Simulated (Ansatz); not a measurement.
KZnF3:
```xyz
5
Lattice="4.0463 0.0000 0.0000 0.0000 4.0463 0.0000 0.0000 0.0000 4.0463" Properties=species:S:1:pos:R:3 pbc="T T T"
K      0.0000     0.0000     0.0000
Zn     2.0232     2.0232     2.0232
F      2.0232     2.0232     0.0000
F      0.0000     2.0232     2.0232
F      2.0232     0.0000     2.0232
```

Relaxed with r²SCAN.

Q: Give the optical modes at the zone centre with their infrared and Raman activity from DFPT, the program Ansatz at the r²SCAN level (PAW).

A: Transverse frequencies, without the LO–TO term; a row sums one degenerate level.

```csv
ω (cm⁻¹),degeneracy,IR ((D/Å)²/amu),Raman (Å⁴/amu),activity,symmetry
132,3,3.40,0,IR,T1u
159,3,0.00,0,silent,T2u
190,3,11.51,0,IR,T1u
425,3,9.47,0,IR,T1u
```

Q: How high does the top mode go among those that the LO–TO term moves?

A: 497 cm⁻¹ for q along x.

Space group Pm-3m (cubic perovskite). The cell was relaxed with r²SCAN under the symmetry of its start; phonons on a q-mesh show no instability.

Potentials: the later of the program's two PAW sets.
